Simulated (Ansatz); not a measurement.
The relaxed structure here is a generated cell of HfO2: the first start was made by placing the elements on the sites of a structure type, and the end was not matched to a known phase here, so it may be hypothetical. Known forms of HfO2 include space group No. 14, 29, 137, 225.

A structure of HfO2 relaxed with PBEsol (plane waves to 420 eV, PAW, scalar-relativistic; Ansatz, a quantum-chemistry and plane-wave program); single points at other levels follow on the same geometry (Ansatz, PAW; HSE06 at 420 eV on a 6×6×4 k-mesh; no spin-orbit coupling). Space group P2₁/m (No. 11).

```xyz
6
Lattice="3.8330 0.0000 0.0000 0.0000 3.4395 0.0000 -1.3569 0.0000 5.2210" Properties=species:S:1:pos:R:3 pbc="T T T"
Hf     0.2711     0.8599     1.4095
Hf     2.2051     2.5796     3.8115
O      2.2240     0.8599     2.2756
O      1.6810     0.8599     4.8032
O      0.2522     2.5796     2.9454
O      0.7951     2.5796     0.4178
```

```json
[
 {"level": "PBEsol", "gap (eV)": "4.84", "kind": "indirect", "conduction minimum": "k = (0, 0.1, 0)"},
 {"level": "HSE06", "gap (eV)": "…", "kind": "–", "conduction minimum": "…"}
]
```

Problem. Some entries are withheld; supply them.

Solution. 
- HSE06, gap (eV): 6.60
- HSE06, conduction minimum: k = (0, 0.1667, 0)

HSE06 gaps come from a coarse mesh plus a few chosen points, so they may be too large. No spin polarisation in the result.

It was reached from a disturbed copy of a P4₂/nmc (No. 137) cell, against which it lies -19 meV/atom.
